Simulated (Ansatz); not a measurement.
ZnO:
```
ZnO
1.0
    3.23692     0.00000     0.00000
   -1.61846     2.80326     0.00000
    0.00000     0.00000    15.78361
Zn O
6 6
Direct
  0.00000   0.00000   0.99991
  0.00000   0.00000   0.49991
  0.66667   0.33333   0.83356
  0.33333   0.66667   0.33356
  0.66667   0.33333   0.16667
  0.33333   0.66667   0.66667
  0.00000   0.00000   0.87462
  0.00000   0.00000   0.37462
  0.66667   0.33333   0.70791
  0.33333   0.66667   0.20791
  0.66667   0.33333   0.04103
  0.33333   0.66667   0.54103
```

This is the HSE06-relaxed structure.

### Question
All from the program Ansatz at the HSE06 level (PAW), unless another level is named. Estimate the band gap.

### Answer
2.42 eV (direct).

### Question
And the valence-band maximum?

### Answer
at Γ.

Space group P6_3mc. A made-up cell: these elements were put on the sites of a structure type. Its sites differ from those of the usual phase in this space group: another stacking or structure type. The cell was relaxed with HSE06 under the symmetry of its start; whether a distortion lowers the energy is not shown. The hybrid was solved on a coarse mesh, the path and, where they were found, the r²SCAN edge points; its band edges are the extreme levels among these.

Potentials: the later of the program's two PAW sets.
